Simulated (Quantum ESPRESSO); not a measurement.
# Planted mistakes on one cell of SiGa2ZnN4

The results below are calculated, not measured. They come from pw.x of Quantum ESPRESSO 7.5, a plane-wave density functional program, with PseudoDojo standard norm-conserving files (v0.5 for PBE, v0.4.1 for LDA and PBEsol). The cells are made up: elements, strain and atom displacements were drawn at random, and nothing was relaxed. There is no spin polarisation, spin-orbit coupling or dispersion term.

The cell has 8 sites of a wurtzite lattice (rectangular cell). Sites 1 to 4 hold Si Ga Zn Ga; sites 5 to 8 hold N N N N. Cell vectors in Å: (3.154, 0.052, 0.028); (0.090, 5.472, -0.017); (0.045, -0.016, 5.197). Settings: PBE, cutoff 1143 eV, 6 x 4 x 4 k mesh shifted by half a step, Fermi-Dirac smearing of 0.025 eV.

The intended run has a self-consistency threshold of 1e-07 eV, a smearing term of 0.000 eV, a pressure of 3.69 GPa and 13 iterations. Each further run changes one thing: all lengths scaled by 1.0110; atoms of sites 2 and 3 exchanged; cutoff 594 eV; files of PBEsol; k mesh 2 x 2 x 2; one electron added; smearing 0.63 eV; threshold 0.4 eV. A coarse mesh keeps the shift, and a charged cell sits in a uniform background.

```
run,change of free energy (eV),smearing term -TS (eV),change of P (GPa),largest change of a force component (eV/Å),iterations
A,0.039,0.000,-0.04,0.310,4
B,-0.826,0.000,-0.75,0.163,13
C,0.013,0.000,0.05,2.685,13
D,13.059,0.000,-5.88,0.174,13
E,-0.226,-0.870,1.48,0.429,12
F,-0.013,0.000,-5.87,0.308,13
G,66.725,0.000,-561.12,0.238,12
H,13.805,-0.005,36.31,0.808,12
```

A rerun of the intended cell at 1437 eV and k mesh 8 x 6 x 6 moved values by no more than 0.002 eV in the cell's energy, 0.04 GPa in stress and 0.003 eV/Å in force.

Question: which change belongs to which run?

## Worked reading

Run A has the fewest iterations, as a run stopped early does. Run E has the largest smearing term, as wide smearing gives. Run G has a higher energy and the largest fall in pressure, as too small a basis gives. Run F changes the volume by a factor of 1.0334; minus its pressure change over the logarithm of that factor, 179 GPa, is a rough bulk modulus with clamped atoms. Energies from files of another functional, or of a charged cell, have another zero and say nothing on stability; the pressure of a charged cell rests on the program's zero of potential too.

## Key

| run | change |
| --- | --- |
| A | threshold 0.4 eV |
| B | k mesh 2 x 2 x 2 |
| C | atoms of sites 2 and 3 exchanged |
| D | files of PBEsol |
| E | smearing 0.63 eV |
| F | all lengths scaled by 1.0110 |
| G | cutoff 594 eV |
| H | one electron added |